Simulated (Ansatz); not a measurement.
NiSi₂ (fluorite type, space group Fm-3m)

```yaml
crystal:
  lattice:
    - [0.00000, 2.69488, 2.69488]
    - [2.69488, 0.00000, 2.69488]
    - [2.69488, 2.69488, 0.00000]
  atoms:
    - { symbol: Ni, position: [0.00000, 0.00000, 0.00000] }
    - { symbol: Si, position: [0.25000, 0.25000, 0.25000] }
    - { symbol: Si, position: [0.75000, 0.75000, 0.75000] }
```

The slice is a {110} plane (indices of the conventional cell) through the point (0.250, 0.250, 0.250) (fractional), spanned by u = [100] and v = [1 -1 -1] in vectors of this cell: u (3.81 Å) and v (5.39 Å, at 90° to u). It covers one period; positions are fractions (u, v).

Computed with PBEsol (plane waves to 420 eV, PAW, scalar-relativistic; Ansatz, a quantum-chemistry and plane-wave program). k mesh 15×15×15. These are valence fields of a PAW run, semicore shells included where kept as valence: close to a nucleus they are smooth pseudo fields. NiSi2 is run without spin polarisation. NiSi2 was relaxed with its symmetry unable to fall. The PAW data are Ansatz's earlier set.

Problem. What is the valence density on the shortest Ni–Si line in this plane (2.33 Å), at its midpoint?

Solution. 0.48 e/Å³.

Problem. The ELF has a maximum in the middle third of the Ni–Si line. Where, and how high?

Solution. 0.74, 1.5 Å from Ni.

Problem. Sketch the electron localisation function (ELF) on this plane as a map.

Solution. 
```
|xxxx==****==--::--==****==xx|
|++++++++==::......::==++++++|
|%%%%**==::..      ..::==**%%|
|@@%%**--..          ..--**%%|
|%%##**--..          ..--**##|
|@@%%**--..          ..--**%%|
|%%%%**==::..      ..::==**%%|
|++++++++==::......::==++++++|
|xxxx==****==--::--==****==xx|
|xxxx++%%%%++==--==++%%%%++xx|
|xxxx##@@%%++--::--++%%@@##xx|
|++##@@@@**::::::::::**@@@@##|
|%%@@@@##--::==++--::--##@@@@|
|@@%%%%==::--xxxxxx--::==%%%%|
|%%%%##--::++xxxxxx++::--##%%|
|@@%%%%==::--xxxxxx--::==%%%%|
|%%@@@@##--::--++==::--##@@@@|
|++##@@@@**::::::::::**@@@@##|
|xxxx##@@%%++--::--++%%@@##xx|
|xxxx++%%%%++==--==++%%%%++xx|
```
Scale: ten equal steps from 0.01 (start of ' ') to 0.74 (end of '@'), in the order ' .:-=+*#%@'. Values: electron localisation function (ELF). The map has 14 points along u (two characters each, u = 0 at the left) and 20 along v (v = 0 in the bottom row). Points within 0.5 Å of a nucleus are blanked (x), as the pseudised field means little there.
